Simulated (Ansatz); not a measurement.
Given:

VGe$_{2}$:
```
CELL_PARAMETERS angstrom
      0.00000     3.02586     3.02586
      3.02586     0.00000     3.02586
      3.02586     3.02586     0.00000
ATOMIC_POSITIONS crystal
  V  0.00000 0.00000 0.00000
  Ge 0.25000 0.25000 0.25000
  Ge 0.75000 0.75000 0.75000
```
Starting moments (μB, in the order of the atoms V Ge Ge): 2.3 -0.1 -0.1.

This is the PBE-relaxed structure.

Q: All from DFT-PBE in the program Ansatz with PAW potentials, unless another level is named. Give the electronic character.

A: metallic (no gap).

Q: Predict the formation energy from the elements (no fitted shifts).

A: 0.26 eV/atom.

Q: What about the density of states at the Fermi level?

A: 1.0 states/eV per atom (mean over ±0.08 eV).

Space group Fm-3m (fluorite or antifluorite type). The cell is a constructed one: a structure type filled with these elements; neither database checked (COD, Materials Project) lists it. Its standing as an ambient phase is unchecked. Symmetry was held in the PBE relaxation; whether a distortion lowers the energy is not shown. Magnetic state: ferromagnetic, chosen from 3 collinear starts compared on coarse meshes (ties went to the first, and starts can fall back to one state), not a proven ground state. The references are the lowest solids computed at this level, not always the standard phases. Scalar-relativistic: spin–orbit coupling is off unless named, which matters more the heavier the elements.

Potentials: the later of the program's two PAW sets.
